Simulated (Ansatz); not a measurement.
HfCo2:
```
HfCo2
1.0
    0.00000     3.44501     3.44501
    3.44501     0.00000     3.44501
    3.44501     3.44501     0.00000
Hf Co
2 4
Direct
  0.50000   0.50000   0.50000
  0.75000   0.75000   0.75000
  0.12500   0.12500   0.12500
  0.62500   0.12500   0.12500
  0.12500   0.12500   0.62500
  0.12500   0.62500   0.12500
```
The run is spin-polarised; directions of the spins, atom by atom: ↓ ↓ ↑ ↑ ↑ ↑.

Relaxed with r²SCAN.

Problem. Tabulate the valence density and the electron localisation function along the shortest Hf–Hf contact (2.98 Å), r²SCAN in the plane-wave PAW code Ansatz.

Solution. 

```tsv
distance from Hf (Å)	density (e/Å³)	ELF
0.30	24.23	0.83
0.45	15.02	0.85
0.60	7.71	0.81
0.75	3.35	0.68
0.90	1.30	0.42
1.04	0.52	0.19
1.19	0.27	0.11
1.34	0.20	0.11
1.49	0.19	0.13
1.64	0.20	0.11
1.79	0.27	0.11
1.94	0.52	0.19
2.09	1.30	0.42
2.24	3.35	0.68
2.39	7.71	0.81
2.54	15.02	0.85
2.69	24.23	0.83
```

The density is the valence pseudo-density with augmentation charge, so density and ELF within about 1 Å of a nucleus are not all-electron values.

Space group Fd-3m (cubic Laves (MgCu2 type)). The workflow started from an entry of the Crystallography Open Database (COD). Its standing as an ambient phase is unchecked. The r²SCAN relaxation kept the symmetry of its start, as lowered by the spin order; its stability against distortions is not shown here. The final state is ferrimagnetic, chosen from 2 collinear starts compared on coarse meshes (ties went to the first, and starts can fall back to one state), not a proven ground state. Other orbital occupations within this spin state were not tried. Scalar-relativistic: spin–orbit coupling is off unless named, which matters more the heavier the elements.

Potentials: the later of the program's two PAW sets.
